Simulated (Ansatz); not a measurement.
Data:

SnSe2:
```
SnSe2
1.0
   -2.84761     2.84761     5.62144
    2.84761    -2.84761     5.62144
    2.84761     2.84761    -5.62144
Sn Se
2 4
Cartesian
  0.00000   0.00000   5.62144
  2.84761   0.00000   2.81072
  0.00000   0.00000   3.05248
  2.84761   0.00000   0.24176
  2.84761   0.00000   5.37968
  0.00000   0.00000   8.19040
```

This is the PBE-relaxed structure. x, y and z are the axes in which the lattice vectors are written.

Q: All from PBE in the plane-wave PAW code Ansatz, unless another level is named. Predict the hole effective mass.

A: 0.45, 0.55, 2.8 mₑ (principal values).

Q: Next, the formation energy from the elements (no fitted shifts)?

A: -0.13 eV/atom.

Q: Predict the band gap.

A: 0.21 eV (indirect).

Q: Give the valence-band maximum.

A: off the standard path, at k = (0.146, 0.229, 0.312).

Q: And the weight of the conduction-edge state by species (Voronoi cells)?

A: Se 76 %, Sn 24 %.

Space group I4_1/amd (anatase). A made-up cell: these elements were put on the sites of a structure type; neither database checked (COD, Materials Project) lists it. COD files the formula under space group No. 164, 217, so this cell is another polymorph or a model. Its standing as an ambient phase is unchecked. Symmetry was held in the PBE relaxation; its stability against distortions is not shown here. The references are the lowest solids computed at this level, not always the standard phases. Spin–orbit coupling is left out wherever it is not named.

Potentials: the later of the program's two PAW sets.
